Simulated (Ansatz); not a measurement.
MgB2:
```xyz
3
Lattice="3.0716 0.0000 0.0000 -1.5358 2.6601 0.0000 0.0000 0.0000 3.5363" Properties=species:S:1:pos:R:3 pbc="T T T"
Mg     0.0000     0.0000     0.0000
B      0.0000     1.7734     1.7681
B      1.5358     0.8867     1.7681
```

Relaxed with PBE. Special points in fractions of this cell's reciprocal vectors: Γ (0.000, 0.000, 0.000); M (0.500, 0.000, 0.000); K (0.333, 0.333, 0.000); A (0.000, 0.000, 0.500); L (0.500, 0.000, 0.500); H (0.333, 0.333, 0.500).

Question: List the band energies nearest the Fermi level at these points for plane-wave PAW PBE (Ansatz code).

Answer: In eV from the Fermi level; about four levels below and three above (degenerate sets whole), none deeper than 8.9 eV; … stands for higher levels left out; points with the same levels are listed once.

| k | below | above |
|---|---|---|
| Γ | -3.01 | 0.41 0.41 1.55 |
| M | -8.51 -7.82 -2.14 | 0.17 3.05 3.96 |
| K | -7.24 -7.24 -5.85 | 1.77 1.77 6.13 6.13 |
| A | -7.45 | 0.77 0.77 6.73 6.73 |
| L | -6.93 -3.54 -1.87 -1.27 | 5.80 8.85 … |
| H | -6.37 -6.37 -5.18 -1.98 -1.98 | 3.60 11.73 … |

Space group P6/mmm. The PBE relaxation kept the symmetry of its start.

Potentials: the later of the program's two PAW sets.
